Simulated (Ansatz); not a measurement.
Input file for Ansatz (a quantum-chemistry and plane-wave program):

Ansatz 0.2 input:
```yaml
crystal:
  lattice:
    - [3.1952941647, 0.0, 0.0]
    - [-1.5976470823, 2.7672059192, 0.0]
    - [0.0, 0.0, 5.1075623781]
  atoms:
    - { symbol: Mg, position: [0.3333333333, 0.6666666667, 0.75] }
    - { symbol: Mg, position: [0.6666666667, 0.3333333333, 0.25] }
kpoints:
  mp_grid: { grid: [15, 15, 8] }
hamiltonian:
  xc: r2scan
  pseudopotentials: { azcp: { folder: ./paw }, kind: paw }
scf:
  occupations: { method: fermi_dirac, width: 0.1 }
phonons:
  method: dfpt
  response_accuracy: low
  eigenvectors: true
  rigid_motions: translations
```

Output (shortened):

```
Pseudopotential: Mg, paw, valence charge 10
Functional definition: r2SCAN
Crystal: 2 atoms, lattice volume = 45.161 Å³
Basis set: ecut = 500 eV, 1117 PW (Γ), exchange–correlation on 120×120×200 points (125 copies of the dense FFT grid, shifted against one another)
Bands: 14, of which v1, the nominal top of the filled ones, is band 10 counted from 1 (9 counted from 0)
Symmetry: 24 space group operations
k-points: 488 of 1800 (irreducible under 2 space group operations, time reversal used)
iter 1 solved again at ethr=5.47e-4 eV; its pass at ethr=3.10e-3 eV (dr2=1.09e-1 eV) is discarded
SCF iter   1: F=—  HF=-3852.718962 eV  |F-HF|=—  |Δ(HF+E_count)|=         —  Δρ=1.47e-2  dr2=1.09e-1  dr2_τ=5.88e-4  ethr=5.47e-4  ⟨swp⟩=1.0  Hψ=47688  notcnv=0
preconditioner: auto → none
SCF iter   2: F=—  HF=-3852.808607 eV  |F-HF|=—  |Δ(HF+E_count)|=   8.96e-2  Δρ=1.09e-2  dr2=6.71e-2  dr2_τ=2.05e-4  ethr=5.47e-4  ⟨swp⟩=2.0  Hψ=9760  notcnv=0
SCF iter   3: F=—  HF=-3852.824500 eV  |F-HF|=—  |Δ(HF+E_count)|=   1.59e-2  Δρ=2.17e-3  dr2=7.96e-4  dr2_τ=5.07e-5  ethr=3.36e-4  ⟨swp⟩=2.0  Hψ=9760  notcnv=0
SCF iter   4: F=—  HF=-3852.824406 eV  |F-HF|=—  |Δ(HF+E_count)|=   9.39e-5  Δρ=2.55e-4  dr2=1.83e-5  dr2_τ=1.69e-6  ethr=3.98e-6  ⟨swp⟩=2.0  Hψ=10773  notcnv=0
SCF iter   5: F=—  HF=-3852.824438 eV  |F-HF|=—  |Δ(HF+E_count)|=   3.25e-5  Δρ=4.23e-5  dr2=7.37e-7  dr2_τ=1.93e-8  ethr=9.16e-8  ⟨swp⟩=3.0  Hψ=12208  notcnv=0
SCF iter   6: F=—  HF=-3852.824439 eV  |F-HF|=—  |Δ(HF+E_count)|=   5.21e-7  Δρ=1.08e-5  dr2=6.54e-8  dr2_τ=1.61e-9  ethr=3.68e-9  ⟨swp⟩=1.1  Hψ=6953  notcnv=0
SCF iter   7: F=—  HF=-3852.824439 eV  |F-HF|=—  |Δ(HF+E_count)|=   3.46e-8  Δρ=5.09e-7  dr2=1.11e-10  dr2_τ=3.90e-12  ethr=3.27e-10  ⟨swp⟩=2.9  Hψ=10285  notcnv=0
SCF iter   8: F=-3852.824439 eV  HF=-3852.824439 eV  |F-HF|=4.55e-13  |Δ(HF+E_count)|=  8.23e-11  Δρ=3.23e-8  dr2=4.96e-13  dr2_τ=5.78e-15  ethr=1.00e-12  ⟨swp⟩=6.0  Hψ=29888  notcnv=0
SCF 1 converged in 8 iterations: F = -3852.824439 eV  dr2 = 4.96e-13
DFPT response loops at Γ: preconditioner auto → Kerker (q_TF=auto, 2.382 Å⁻¹) (partly filled bands, converged f_vac=0.000) …
SCF converged after 8 iterations
Free energy (F): -3852.824439 eV
Harris-Foulkes:  -3852.824439 eV  (|F-HF|=4.55e-13)
Internal energy: -3852.801325 eV  (E = F + TS)
E sigma→0 (E₀):  -3852.812882 eV
Entropy (-TS):   -0.023114 eV (-11.557 meV/atom)
Fermi energy:    5.767206 eV
--- Per-component energies (eV) ---
  E_band       = -741.104770
  E_kinetic    = 137.253386
  E_local      = -3418.187597  (includes V_loc(G=0)·N_el)
  E_nonlocal   = 391.483350
  E_hartree    = 1165.863133
  E_xc         = -48.054338
  E_vxc        = -69.228456  (∫ρ·V_xc dr)
  E_paw        = -609.819392  (= ΣΔE_a)
  E_vpaw       = -118.413435  (= ΣTr[D̂ρ^β])
  E_aug_tail   = -0.000045  (compensation charges beyond the density's cutoff)
  E_vtau       = 4.261740  (kinetic-family band-sum trace: ∫τ·v_τ [+ j·A + Jᵃ·Aᵃ] dr)
  E_ewald      = -1471.287406
  E_core_change = -0.052416  (= ΣΔE_core)
  E_smearing   = -0.023114  (= −TS)
  E_closure    =  0.000000  (closes the sum)
  Σ components = -3852.824439   (vs F -3852.824439, Δ=0.00e0)
  [band-id]    e_kinetic+e_local+e_nonlocal+2·e_hartree+e_vxc+e_vpaw+e_augmentation_tail+e_vtau = -741.104791   (vs E_band -741.104770, Δ=-2.06e-5)
--- Band table (eV; the first three rows and the last of 488) ---
  k-point 0: bands = ["-73.2012", "-73.1976", "-38.3169", "-38.2847", "-38.2847", "-38.2787", "-38.2787", "-38.2781", "-1.7004", "3.9243", "4.7273", "17.3639", "17.3639", "17.5504"]
  k-point 1: bands = ["-73.2011", "-73.1978", "-38.3154", "-38.2845", "-38.2845", "-38.2796", "-38.2789", "-38.2789", "-1.6038", "2.8913", "5.9260", "17.4367", "17.4367", "17.6100"]
  k-point 2: bands = ["-73.2007", "-73.1982", "-38.3112", "-38.2838", "-38.2838", "-38.2838", "-38.2796", "-38.2796", "-1.3144", "1.7081", "7.6059", "15.7812", "17.6450", "17.6450"]
  k-point 487: bands = ["-73.1983", "-73.1970", "-38.3062", "-38.3037", "-38.2982", "-38.2942", "-38.2878", "-38.2858", "1.7905", "5.9668", "7.1482", "8.1772", "9.6855", "11.6284"]
--- Phonons (Γ-DFPT): 2 representative perturbations + reference, on 488 of 1800 k-points (Σ response iterations 10) ---
  ASR residual: 3.630e-4 → 0.000e0 eV/Å²; symmetrization residual: 1.396e-9 eV/Å²
  ASR residual per site (eV/Å²): 3.63e-4 3.63e-4
  Γ frequencies (cm⁻¹): 0.00 0.00 0.00 137.54 137.54 268.66
  non-analytic LO–TO correction: not included (Born effective charges unavailable; polar crystals: no LO–TO splitting at Γ)
```

Cost: about 4 core-minutes (a rough figure) on shared cores.

Space group P6_3/mmc (hcp (Mg type)). The r²SCAN relaxation kept the symmetry of its start; of distortions, only those at the zone centre were tested. As this level gives no gap, phonon frequencies hold no LO–TO term and depend on the k-mesh and smearing (Fermi–Dirac, 0.1 eV here).

Potentials: the earlier of the program's two PAW sets.

Ansatz is a plane-wave DFT program.
